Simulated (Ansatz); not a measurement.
The cell is built from the L11 type as a first guess.

SiAu: DFT, r2SCAN, PAW with Ansatz's default frozen-core files, scalar-relativistic (Ansatz 0.2.0).

The relaxation starts from this cell:

```
CELL_PARAMETERS angstrom
1.37984 -0.79665 4.50747
0.00000 1.59330 4.50747
-1.37984 -0.79665 4.50747
ATOMIC_POSITIONS crystal
Au 0.00000 0.00000 0.00000
Si 0.50000 0.50000 0.50000
```

Output:

```
basis.fft_grid_basis auto: the FFT boxes are laid along the combinations [[1, 0, -1], [0, 1, -1], [0, 0, 1]] of the cell's own vectors, 2.760, 2.760 and 4.781 Å long. The dense box has 24×24×36 points. Along the cell's own vectors, as sized, it would have 36×36×36, 2.25 times as many. Of the 12 symmetry operations that the crystal satisfies within crystal.symmetry.tolerance (time reversal apart; of a slab, those that keep its plane) the dense box along the cell's own vectors carries 12, and the one as laid loses 8 of those. basis.fft_grid_basis: typed keeps the cell's own vectors: state it where this run's energies or levels are differenced outside the engine with another run's, or held beside a run that keeps those vectors.
Engine: ansatz 0.2.0
Pseudopotentials: kind: paw
Pseudopotential: Au, paw, valence charge 19, recommended cutoff 500 eV (meta_gga)
Pseudopotential: Si, paw, valence charge 4, recommended cutoff 500 eV (meta_gga)
Functional definition: r2SCAN
  parameter k0 = 0.174
  parameter k1 = 0.065
  parameter a1 = 4.9479
  exchange = r2scan_x(k0 = k0, k1 = k1, a1 = a1)
  correlation = r2scan_c
Crystal: 2 atoms, lattice volume = 29.729 Å³
Basis set: ecut = 500 eV, 707 PW (Γ), FFT grids on a1−a3, a2−a3, a3, exchange–correlation on 96×96×144 points (64 copies of the dense FFT grid, shifted against one another)
Bands: 16, of which v1, the nominal top of the filled ones, is band 12 counted from 1 (11 counted from 0)
Symmetry: 12 space group operations
Space group: R-3m (ITA 166), of the structure as read, at distance tolerance 3.1e-5 Å
k-points: 344 of 3375
Non-local potential: Au, projectors of the file, l = 0: 3, l = 1: 2, l = 2: 2, l = 3: 1
Non-local potential: Si, projectors of the file, l = 0: 2, l = 1: 2, l = 2: 2
PAW form: soft (Blöchl's): semilocal exchange-correlation on the pseudo side does not see the compensation charge
PAW frozen core: Au, regenerated for the run's functional (the file was generated under x = pbe(κ = 0.804, μ = 0.2195149727645171), c = pbe(β = 0.06672455060314922))
PAW frozen core: Si, regenerated for the run's functional (the file was generated under x = pbe(κ = 0.804, μ = 0.2195149727645171), c = pbe(β = 0.06672455060314922))
PAW one-centre angular grid: Au, 590 points (default); XC on 160 Gauss nodes
PAW one-centre angular grid: Si, 302 points (default); XC on 160 Gauss nodes
Initial density: superposition of atomic densities (neutral atoms: chi_scale 0, normalization atom), corrected by the library's trained network
Initial wavefunctions: pseudopotential atomic-orbital guess
Functional: x = r2scan, c = r2scan; τ floored in thin density (d = 2e-4 eV/Å³)
SCF iter   1: F=—  HF=-13801.532728 eV  |F-HF|=—  |Δ(HF+E_count)|=         —  Δρ=1.52e-2  dr2=1.12e-1  dr2_τ=1.35e-2  ethr=1.77e-3  ⟨swp⟩=5.1  Hψ=27759  notcnv=0
preconditioner: auto → none  [metal: Δε(μ)=0.033 eV  Ē_g=11.915 eV  σ=0.080 eV  W_gap=0.10  n_scr=2 (ndim 8)  ℏωp=26.4 eV  f_vac=0.000  D(μ)=0.63/eV (n_scr^D=2)  sad-step TF]
SCF iter   2: F=—  HF=-13801.528219 eV  |F-HF|=—  |Δ(HF+E_count)|=   4.51e-3  Δρ=6.21e-3  dr2=1.85e-2  dr2_τ=1.83e-3  ethr=4.87e-4  ⟨swp⟩=2.2  Hψ=9954  notcnv=0  defer=47
SCF iter   3: F=—  HF=-13801.525936 eV  |F-HF|=—  |Δ(HF+E_count)|=   2.28e-3  Δρ=1.65e-3  dr2=1.25e-3  dr2_τ=9.99e-5  ethr=8.06e-5  ⟨swp⟩=2.2  Hψ=8343  notcnv=0  defer=47
SCF iter   4: F=—  HF=-13801.525988 eV  |F-HF|=—  |Δ(HF+E_count)|=   5.20e-5  Δρ=5.97e-4  dr2=2.10e-4  dr2_τ=6.40e-6  ethr=5.41e-6  ⟨swp⟩=2.1  Hψ=8040  notcnv=0  defer=47
SCF iter   5: F=—  HF=-13801.525982 eV  |F-HF|=—  |Δ(HF+E_count)|=   5.81e-6  Δρ=1.84e-4  dr2=6.99e-6  dr2_τ=5.19e-7  ethr=9.11e-7  ⟨swp⟩=2.3  Hψ=7779  notcnv=0  defer=47
SCF iter   6: F=—  HF=-13801.525994 eV  |F-HF|=—  |Δ(HF+E_count)|=   1.16e-5  Δρ=3.24e-5  dr2=3.71e-7  dr2_τ=9.74e-9  ethr=3.04e-8  ⟨swp⟩=2.0  Hψ=9287  notcnv=0  defer=47
SCF iter   7: F=-13801.525994 eV  HF=-13801.525994 eV  |F-HF|=1.21e-9  |Δ(HF+E_count)|=   4.43e-7  Δρ=3.20e-6  dr2=4.33e-9  dr2_τ=1.05e-10  ethr=4.35e-10  ⟨swp⟩=4.8  Hψ=18312  notcnv=0
SCF 1 converged in 7 iterations: F = -13801.525994 eV  dr2 = 4.33e-9
  greatest PAW one-centre occupation: 1.003 electrons in one spin orbital (limit 2), on the Au atom at site 0 (counted from 0), in its partial waves of l = 0
relax step   1: F+E_penalty+E_count = -13801.52599434 eV  Δ(F+E_penalty+E_count) = +0.000e0 eV  max|allowed force component| = 1.262e-29 eV/Å  Δτ_max = 0.0000 Å  P = +17.064 GPa  Ω = 29.729 Å³  (7 SCF iters, dr2 threshold 1.00e-7 eV, accepted)
Crystal: 2 atoms, lattice volume = 33.592 Å³
Basis set: ecut = 500 eV, 833 PW (Γ), FFT grids on a1−a3, a2−a3, a3, exchange–correlation on 96×96×144 points (64 copies of the dense FFT grid, shifted against one another)
Initial density: handed on by an earlier stage of this run
Initial wavefunctions: those handed on with the density
iter 1 solved again at ethr=1.00e-3 eV; its pass at ethr=3.10e-3 eV (dr2=2.31e-1 eV) is discarded
SCF iter   1: F=—  HF=-13801.219078 eV  |F-HF|=—  |Δ(HF+E_count)|=         —  Δρ=1.82e-2  dr2=2.34e-1  dr2_τ=4.62e-1  ethr=1.00e-3  ⟨swp⟩=1.0  Hψ=34877  notcnv=0
preconditioner: auto → none  [metal: Δε(μ)=0.022 eV  Ē_g=10.868 eV  σ=0.080 eV  W_gap=0.07  n_scr=8 (ndim 8)  ℏωp=24.8 eV  f_vac=0.000  D(μ)=0.71/eV (n_scr^D=2)]
SCF iter   2: F=—  HF=-13801.741911 eV  |F-HF|=—  |Δ(HF+E_count)|=   5.23e-1  Δρ=2.09e-2  dr2=2.02e-1  dr2_τ=2.91e-2  ethr=1.00e-3  ⟨swp⟩=2.8  Hψ=10997  notcnv=0  defer=1
SCF iter   3: F=—  HF=-13801.695165 eV  |F-HF|=—  |Δ(HF+E_count)|=   4.67e-2  Δρ=4.64e-3  dr2=6.87e-3  dr2_τ=2.57e-4  ethr=8.80e-4  ⟨swp⟩=2.2  Hψ=10036  notcnv=0  defer=42
SCF iter   4: F=—  HF=-13801.693847 eV  |F-HF|=—  |Δ(HF+E_count)|=   1.32e-3  Δρ=1.14e-3  dr2=9.99e-4  dr2_τ=1.18e-4  ethr=2.99e-5  ⟨swp⟩=2.0  Hψ=9385  notcnv=0  defer=42
SCF iter   5: F=—  HF=-13801.693776 eV  |F-HF|=—  |Δ(HF+E_count)|=   7.01e-5  Δρ=7.23e-4  dr2=2.85e-4  dr2_τ=5.00e-6  ethr=4.34e-6  ⟨swp⟩=1.0  Hψ=5467  notcnv=0  defer=42
SCF iter   6: F=—  HF=-13801.693707 eV  |F-HF|=—  |Δ(HF+E_count)|=   6.90e-5  Δρ=3.14e-4  dr2=4.34e-5  dr2_τ=1.04e-6  ethr=1.24e-6  ⟨swp⟩=2.1  Hψ=7829  notcnv=0  defer=42
SCF iter   7: F=—  HF=-13801.693705 eV  |F-HF|=—  |Δ(HF+E_count)|=   2.16e-6  Δρ=1.73e-4  dr2=1.33e-5  dr2_τ=2.75e-7  ethr=1.89e-7  ⟨swp⟩=1.0  Hψ=5466  notcnv=0  defer=42
SCF iter   8: F=—  HF=-13801.693701 eV  |F-HF|=—  |Δ(HF+E_count)|=   3.98e-6  Δρ=4.28e-5  dr2=8.72e-7  dr2_τ=1.42e-8  ethr=5.79e-8  ⟨swp⟩=2.6  Hψ=8648  notcnv=0  defer=42
SCF iter   9: F=-13801.693701 eV  HF=-13801.693701 eV  |F-HF|=9.26e-9  |Δ(HF+E_count)|=   2.66e-7  Δρ=5.68e-6  dr2=1.44e-8  dr2_τ=1.82e-10  ethr=8.70e-10  ⟨swp⟩=4.4  Hψ=17612  notcnv=0
SCF 2 converged in 9 iterations: F = -13801.693701 eV  dr2 = 1.44e-8
relax step   2: F+E_penalty+E_count = -13801.69370103 eV  Δ(F+E_penalty+E_count) = -1.677e-1 eV  max|allowed force component| = 1.052e-29 eV/Å  Δτ_max = 0.0000 Å  P = -1.776 GPa  Ω = 33.592 Å³  energy of the carried Pulay correction = -1.152e-3 eV  (9 SCF iters, dr2 threshold 2.00e-7 eV, accepted)
Crystal: 2 atoms, lattice volume = 33.238 Å³
iter 1 solved again at ethr=1.34e-5 eV; its pass at ethr=3.10e-3 eV (dr2=3.07e-3 eV) is discarded
SCF iter   1: F=—  HF=-13801.697222 eV  |F-HF|=—  |Δ(HF+E_count)|=         —  Δρ=2.22e-3  dr2=2.56e-3  dr2_τ=7.37e-3  ethr=1.34e-5  ⟨swp⟩=1.7  Hψ=33742  notcnv=0
preconditioner: auto → none  [metal: Δε(μ)=0.008 eV  Ē_g=10.782 eV  σ=0.080 eV  W_gap=0.02  n_scr=8 (ndim 8)  ℏωp=24.9 eV  f_vac=0.000  D(μ)=0.75/eV (n_scr^D=2)]
SCF iter   2: F=—  HF=-13801.705136 eV  |F-HF|=—  |Δ(HF+E_count)|=   7.91e-3  Δρ=2.02e-3  dr2=1.98e-3  dr2_τ=2.60e-4  ethr=1.11e-5  ⟨swp⟩=2.0  Hψ=8993  notcnv=0
[...]
relax step   8: F+E_penalty+E_count = -13802.11535096 eV  Δ(F+E_penalty+E_count) = -6.985e-3 eV  max|allowed force component| = 4.207e-30 eV/Å  Δτ_max = 0.0000 Å  P = +4.992 GPa  Ω = 32.842 Å³  energy of the carried Pulay correction = -6.365e-4 eV  (7 SCF iters, dr2 threshold 2.00e-7 eV, accepted)
Crystal: 2 atoms, lattice volume = 33.966 Å³
Basis set: ecut = 500 eV, 865 PW (Γ), FFT grids on a1−a3, a2−a3, a3, exchange–correlation on 96×96×144 points (64 copies of the dense FFT grid, shifted against one another)
iter 1 solved again at ethr=4.89e-5 eV; its pass at ethr=3.10e-3 eV (dr2=1.12e-2 eV) is discarded
SCF iter   1: F=—  HF=-13802.096299 eV  |F-HF|=—  |Δ(HF+E_count)|=         —  Δρ=5.18e-3  dr2=1.26e-2  dr2_τ=3.44e-2  ethr=4.89e-5  ⟨swp⟩=1.0  Hψ=33589  notcnv=0
preconditioner: auto → Kerker (q_TF=auto, 2.557 Å⁻¹)  [metal: Δε(μ)=0.014 eV  Ē_g=11.254 eV  σ=0.080 eV  W_gap=0.04  n_scr=14 (ndim 8)  ℏωp=24.7 eV  f_vac=0.000  D(μ)=0.70/eV (n_scr^D=2)]
SCF iter   2: F=—  HF=-13802.133730 eV  |F-HF|=—  |Δ(HF+E_count)|=   3.74e-2  Δρ=2.02e-3  dr2=1.63e-3  dr2_τ=2.94e-4  ethr=4.89e-5  ⟨swp⟩=2.0  Hψ=10204  notcnv=0
SCF iter   3: F=—  HF=-13802.133476 eV  |F-HF|=—  |Δ(HF+E_count)|=   2.53e-4  Δρ=9.85e-4  dr2=3.64e-4  dr2_τ=2.11e-5  ethr=7.09e-6  ⟨swp⟩=1.0  Hψ=5504  notcnv=0
SCF iter   4: F=—  HF=-13802.133455 eV  |F-HF|=—  |Δ(HF+E_count)|=   2.14e-5  Δρ=1.97e-4  dr2=1.30e-5  dr2_τ=3.79e-7  ethr=1.58e-6  ⟨swp⟩=2.7  Hψ=9144  notcnv=0
SCF iter   5: F=—  HF=-13802.133450 eV  |F-HF|=—  |Δ(HF+E_count)|=   4.60e-6  Δρ=4.34e-5  dr2=1.06e-6  dr2_τ=4.18e-8  ethr=5.64e-8  ⟨swp⟩=2.2  Hψ=8534  notcnv=0
SCF iter   6: F=-13802.133451 eV  HF=-13802.133451 eV  |F-HF|=1.38e-8  |Δ(HF+E_count)|=   4.16e-7  Δρ=1.41e-5  dr2=4.28e-8  dr2_τ=1.40e-9  ethr=8.70e-10  ⟨swp⟩=5.0  Hψ=19679  notcnv=0
SCF 9 converged in 6 iterations: F = -13802.133451 eV  dr2 = 4.28e-8
relax step   9: F+E_penalty+E_count = -13802.13345063 eV  Δ(F+E_penalty+E_count) = -1.810e-2 eV  max|allowed force component| = 1.262e-29 eV/Å  Δτ_max = 0.0000 Å  P = +0.099 GPa  Ω = 33.966 Å³  energy of the carried Pulay correction = -9.572e-4 eV  (6 SCF iters, dr2 threshold 2.00e-7 eV, accepted)
Crystal: 2 atoms, lattice volume = 33.991 Å³
iter 1 solved again at ethr=1.94e-8 eV; its pass at ethr=3.10e-3 eV (dr2=4.46e-6 eV) is discarded
SCF iter   1: F=—  HF=-13802.133436 eV  |F-HF|=—  |Δ(HF+E_count)|=         —  Δρ=1.13e-4  dr2=5.80e-6  dr2_τ=1.63e-5  ethr=1.94e-8  ⟨swp⟩=2.1  Hψ=32482  notcnv=0
preconditioner: auto → Kerker (q_TF=auto, 2.556 Å⁻¹)  [metal: Δε(μ)=0.021 eV  Ē_g=11.226 eV  σ=0.080 eV  W_gap=0.06  n_scr=14 (ndim 8)  ℏωp=24.7 eV  f_vac=0.000  D(μ)=0.69/eV (n_scr^D=2)]
SCF iter   2: F=—  HF=-13802.133452 eV  |F-HF|=—  |Δ(HF+E_count)|=   1.63e-5  Δρ=3.94e-5  dr2=6.58e-7  dr2_τ=1.35e-7  ethr=1.94e-8  ⟨swp⟩=2.0  Hψ=9110  notcnv=0
SCF iter   3: F=—  HF=-13802.133452 eV  |F-HF|=—  |Δ(HF+E_count)|=   9.02e-8  Δρ=1.88e-5  dr2=1.35e-7  dr2_τ=7.30e-9  ethr=2.86e-9  ⟨swp⟩=1.0  Hψ=5506  notcnv=0
SCF iter   4: F=-13802.133452 eV  HF=-13802.133452 eV  |F-HF|=8.00e-10  |Δ(HF+E_count)|=   3.26e-9  Δρ=4.56e-6  dr2=8.22e-9  dr2_τ=1.44e-10  ethr=1.85e-10  ⟨swp⟩=4.8  Hψ=19420  notcnv=0
SCF 10 converged in 4 iterations: F = -13802.133452 eV  dr2 = 8.22e-9
relax step  10: F+E_penalty+E_count = -13802.13345233 eV  Δ(F+E_penalty+E_count) = -1.700e-6 eV  max|allowed force component| = 1.052e-29 eV/Å  Δτ_max = 0.0000 Å  P = +0.001 GPa  Ω = 33.991 Å³  energy of the carried Pulay correction = -9.641e-4 eV  (4 SCF iters, dr2 threshold 4.25e-8 eV, accepted)
Basis set: ecut = 500 eV, 865 PW (Γ), FFT grids on a1−a3, a2−a3, a3, exchange–correlation on 96×96×120 points (64 copies of the dense FFT grid, shifted against one another)
Initial wavefunctions: pseudopotential atomic-orbital guess (no wavefunctions were taken with the density)
iter 1 solved again at ethr=4.71e-7 eV; its pass at ethr=3.10e-3 eV (dr2=1.08e-4 eV) is discarded
SCF iter   1: F=—  HF=-13802.112364 eV  |F-HF|=—  |Δ(HF+E_count)|=         —  Δρ=3.24e-3  dr2=9.15e-5  dr2_τ=1.12e-4  ethr=4.71e-7  ⟨swp⟩=3.0  Hψ=42029  notcnv=0
preconditioner: auto → Kerker (q_TF=auto, 2.556 Å⁻¹)  [metal: Δε(μ)=0.021 eV  Ē_g=11.227 eV  σ=0.080 eV  W_gap=0.06  n_scr=14 (ndim 8)  ℏωp=24.7 eV  f_vac=0.000  D(μ)=0.69/eV (n_scr^D=2)]
SCF iter   2: F=—  HF=-13802.131818 eV  |F-HF|=—  |Δ(HF+E_count)|=   1.95e-2  Δρ=1.64e-3  dr2=2.32e-5  dr2_τ=7.09e-4  ethr=3.98e-7  ⟨swp⟩=2.0  Hψ=8106  notcnv=0
SCF iter   3: F=—  HF=-13802.137696 eV  |F-HF|=—  |Δ(HF+E_count)|=   5.88e-3  Δρ=7.27e-5  dr2=5.63e-7  dr2_τ=4.92e-7  ethr=1.01e-7  ⟨swp⟩=2.0  Hψ=8737  notcnv=0
SCF iter   4: F=—  HF=-13802.137699 eV  |F-HF|=—  |Δ(HF+E_count)|=   3.47e-6  Δρ=3.87e-5  dr2=2.19e-7  dr2_τ=7.52e-8  ethr=2.45e-9  ⟨swp⟩=2.0  Hψ=8034  notcnv=0
SCF iter   5: F=—  HF=-13802.137701 eV  |F-HF|=—  |Δ(HF+E_count)|=   1.73e-6  Δρ=6.92e-6  dr2=1.73e-8  dr2_τ=2.49e-9  ethr=9.53e-10  ⟨swp⟩=2.0  Hψ=8134  notcnv=0
SCF iter   6: F=—  HF=-13802.137701 eV  |F-HF|=—  |Δ(HF+E_count)|=   2.68e-8  Δρ=2.76e-6  dr2=3.68e-9  dr2_τ=1.35e-10  ethr=7.53e-11  ⟨swp⟩=2.0  Hψ=7988  notcnv=0
SCF iter   7: F=—  HF=-13802.137701 eV  |F-HF|=—  |Δ(HF+E_count)|=   3.34e-9  Δρ=5.64e-7  dr2=5.99e-11  dr2_τ=8.84e-12  ethr=1.60e-11  ⟨swp⟩=2.0  Hψ=8087  notcnv=0
SCF iter   8: F=-13802.137701 eV  HF=-13802.137701 eV  |F-HF|=5.46e-12  |Δ(HF+E_count)|=  1.58e-10  Δρ=1.42e-7  dr2=3.87e-12  dr2_τ=5.27e-13  ethr=1.00e-12  ⟨swp⟩=6.0  Hψ=23372  notcnv=0
SCF 11 converged in 8 iterations: F = -13802.137701 eV  dr2 = 3.87e-12
relax step  11: F+E_penalty+E_count = -13802.13770079 eV  Δ(F+E_penalty+E_count) = -4.248e-3 eV  max|allowed force component| = 3.155e-30 eV/Å  Δτ_max = 0.0000 Å  P = +0.087 GPa  Ω = 33.991 Å³  stress off target by 1.48e-1 GPa  SCF on the basis re-selected at this cell (its energy is not comparable with the rows above)  (8 SCF iters)
basis re-selected at this cell: Δ(F+E_penalty+E_count) = -4.248e-3 eV, ΔP = +0.086 GPa vs the last step (what re-selecting the basis moved, of the pressure what is left beyond the Pulay correction that the steps carried, after the strain that the cell walked since its last selection, with what the two solves' SCF thresholds leave and, on support functions, any second-order correction that the steps lacked; it is no measure of the basis error at this ecutwfc). The dense FFT grid was sized anew with the basis: this SCF ran on 24×24×30 points, the steps before it on 24×24×36, so part of this shift can come from that change (see relax.cell in the input reference). This SCF's stress stands 1.48e-1 GPa from its target on what of the cell is left free (relax.cell.stress_tol is 5.00e-2 GPa) and its largest allowed force component is 3.16e-30 eV/Å (relax.f_tol is 5.00e-3 eV/Å): not within both, so this SCF does not close the relaxation
Crystal: 2 atoms, lattice volume = 34.040 Å³
Basis set: ecut = 500 eV, 871 PW (Γ), FFT grids on a1−a3, a2−a3, a3, exchange–correlation on 96×96×120 points (64 copies of the dense FFT grid, shifted against one another)
iter 1 solved again at ethr=1.10e-7 eV; its pass at ethr=3.10e-3 eV (dr2=2.52e-5 eV) is discarded
SCF iter   1: F=—  HF=-13802.137384 eV  |F-HF|=—  |Δ(HF+E_count)|=         —  Δρ=1.99e-4  dr2=1.18e-5  dr2_τ=3.92e-4  ethr=1.10e-7  ⟨swp⟩=3.2  Hψ=34920  notcnv=0
preconditioner: auto → Kerker (q_TF=auto, 2.556 Å⁻¹)  [metal: Δε(μ)=0.009 eV  Ē_g=11.221 eV  σ=0.080 eV  W_gap=0.03  n_scr=14 (ndim 8)  ℏωp=24.6 eV  f_vac=0.000  D(μ)=0.71/eV (n_scr^D=2)]
SCF iter   2: F=—  HF=-13802.137771 eV  |F-HF|=—  |Δ(HF+E_count)|=   3.88e-4  Δρ=1.53e-4  dr2=6.18e-6  dr2_τ=4.13e-7  ethr=5.13e-8  ⟨swp⟩=2.0  Hψ=9523  notcnv=0
SCF iter   3: F=—  HF=-13802.137772 eV  |F-HF|=—  |Δ(HF+E_count)|=   7.12e-7  Δρ=8.69e-5  dr2=2.36e-6  dr2_τ=1.12e-7  ethr=2.69e-8  ⟨swp⟩=1.0  Hψ=5504  notcnv=0
SCF iter   4: F=-13802.137772 eV  HF=-13802.137772 eV  |F-HF|=3.58e-8  |Δ(HF+E_count)|=   3.71e-7  Δρ=1.50e-5  dr2=3.81e-8  dr2_τ=4.38e-9  ethr=2.37e-10  ⟨swp⟩=3.5  Hψ=23173  notcnv=0
SCF 12 converged in 4 iterations: F = -13802.137772 eV  dr2 = 3.81e-8
relax step  12: F+E_penalty+E_count = -13802.13777230 eV  Δ(F+E_penalty+E_count) = -7.151e-5 eV  max|allowed force component| = 1.052e-30 eV/Å  Δτ_max = 0.0000 Å  P = +0.021 GPa  Ω = 34.040 Å³  energy of the carried Pulay correction = -9.553e-6 eV  (4 SCF iters, dr2 threshold 5.46e-8 eV, accepted)
Basis set: ecut = 500 eV, 871 PW (Γ), FFT grids on a1−a3, a2−a3, a3, exchange–correlation on 100×100×120 points (64 copies of the dense FFT grid, shifted against one another)
iter 1 solved again at ethr=4.48e-8 eV; its pass at ethr=3.10e-3 eV (dr2=1.03e-5 eV) is discarded
SCF iter   1: F=—  HF=-13802.137670 eV  |F-HF|=—  |Δ(HF+E_count)|=         —  Δρ=1.90e-4  dr2=2.77e-7  dr2_τ=1.56e-8  ethr=4.48e-8  ⟨swp⟩=3.1  Hψ=43309  notcnv=0
SCF iter   2: F=—  HF=-13802.137753 eV  |F-HF|=—  |Δ(HF+E_count)|=   8.28e-5  Δρ=9.64e-5  dr2=7.56e-8  dr2_τ=7.63e-7  ethr=1.20e-9  ⟨swp⟩=2.0  Hψ=8079  notcnv=0
SCF iter   3: F=—  HF=-13802.137783 eV  |F-HF|=—  |Δ(HF+E_count)|=   3.03e-5  Δρ=2.09e-6  dr2=1.41e-9  dr2_τ=1.14e-10  ethr=3.29e-10  ⟨swp⟩=2.0  Hψ=8149  notcnv=0
SCF iter   4: F=—  HF=-13802.137783 eV  |F-HF|=—  |Δ(HF+E_count)|=   1.29e-9  Δρ=8.47e-7  dr2=2.98e-10  dr2_τ=3.06e-11  ethr=6.12e-12  ⟨swp⟩=2.0  Hψ=8065  notcnv=0
SCF iter   5: F=-13802.137783 eV  HF=-13802.137783 eV  |F-HF|=0.00e0  |Δ(HF+E_count)|=  6.95e-10  Δρ=2.43e-7  dr2=1.63e-11  dr2_τ=3.18e-12  ethr=1.00e-12  ⟨swp⟩=4.4  Hψ=26206  notcnv=0
SCF 13 converged in 5 iterations: F = -13802.137783 eV  dr2 = 1.63e-11
relax step  13: F+E_penalty+E_count = -13802.13778331 eV  Δ(F+E_penalty+E_count) = -1.101e-5 eV  max|allowed force component| = 1.052e-30 eV/Å  Δτ_max = 0.0000 Å  P = +0.021 GPa  Ω = 34.040 Å³  stress off target by 4.22e-2 GPa  SCF on the basis re-selected at this cell (its energy is not comparable with the rows above)  (5 SCF iters)
basis re-selected at this cell: Δ(F+E_penalty+E_count) = -1.101e-5 eV, ΔP = +0.000 GPa vs the last step (what re-selecting the basis moved, of the pressure what is left beyond the Pulay correction that the steps carried, after the strain that the cell walked since its last selection, with what the two solves' SCF thresholds leave and, on support functions, any second-order correction that the steps lacked; it is no measure of the basis error at this ecutwfc). The dense FFT grid was sized anew with the basis: this SCF ran on 25×25×30 points, the steps before it on 24×24×30, so part of this shift can come from that change (see relax.cell in the input reference). This SCF's stress stands 4.22e-2 GPa from its target on what of the cell is left free (relax.cell.stress_tol is 5.00e-2 GPa) and its largest allowed force component is 1.05e-30 eV/Å (relax.f_tol is 5.00e-3 eV/Å): within both
SCF converged after 5 iterations
Free energy (F): -13802.137783 eV
Harris-Foulkes:  -13802.137783 eV  (|F-HF|=0.00e0)
Internal energy: -13802.122879 eV  (E = F + TS)
E sigma→0 (E₀):  -13802.130331 eV
Entropy (-TS):   -0.014904 eV (-7.452 meV/atom)
Fermi energy:    14.754281 eV
--- Per-component energies (eV) ---
  E_band       = -316.332315
  E_kinetic    = 644.996584
  E_local      = -2433.381702  (includes V_loc(G=0)·N_el)
  E_nonlocal   = 96.667668
  E_hartree    = 1042.980346
  E_xc         = -270.586529
  E_vxc        = -358.989990  (∫ρ·V_xc dr)
  E_paw        = -10248.491517  (= ΣΔE_a)
  E_vpaw       = -375.203742  (= ΣTr[D̂ρ^β])
  E_aug_tail   = 0.000844  (compensation charges beyond the density's cutoff)
  E_vtau       = 23.617214  (kinetic-family band-sum trace: ∫τ·v_τ [+ j·A + Jᵃ·Aᵃ] dr)
  E_ewald      = -2634.055816
  E_core_change = -0.252757  (= ΣΔE_core)
  E_smearing   = -0.014904  (= −TS)
  E_closure    = 0.000000  (closes the sum)
  Σ components = -13802.137783   (vs F -13802.137783, Δ=0.00e0)
--- Forces (eV/Å), atoms counted from 1 ---
  atom   1  Au    -0.00000000     0.00000000     0.00000000
  atom   2  Si     0.00000000     0.00000000    -0.00000000
  max |Σ_I F_I| component: 2.10e-30 eV/Å
--- Stress (GPa, compression-positive) ---
        0.042184      -0.000000       0.000000
       -0.000000       0.042184       0.000000
        0.000000       0.000000      -0.021347
  P = ⅓ Tr σ = 0.0210 GPa (0.210 kbar)
--- Relaxed structure (11 steps of the walk, 11 accepted, 2 SCFs on fresh bases) ---
  F+E_penalty+E_count = -13802.13778331 eV   max|allowed force component| = 1.052e-30 eV/Å   (the final SCF, on the basis selected at the relaxed cell)
  cell:  # Å, volume = 34.0397 Å³
    - [1.6482809969720356, -0.9516354773019489, 3.6168697692633156]
    - [-5.066432518568945e-19, 1.9032709546038977, 3.6168697692633156]
    - [-1.6482809969720356, -0.9516354773019489, 3.6168697692633156]
  atoms:
    - { symbol: Au, position: [-9.002723658308095e-35, -1.1279019742303729e-34, -1.3555315826299362e-34] }
    - { symbol: Si, position: [0.5000000000000001, 0.5000000000000001, 0.5000000000000001] }
```
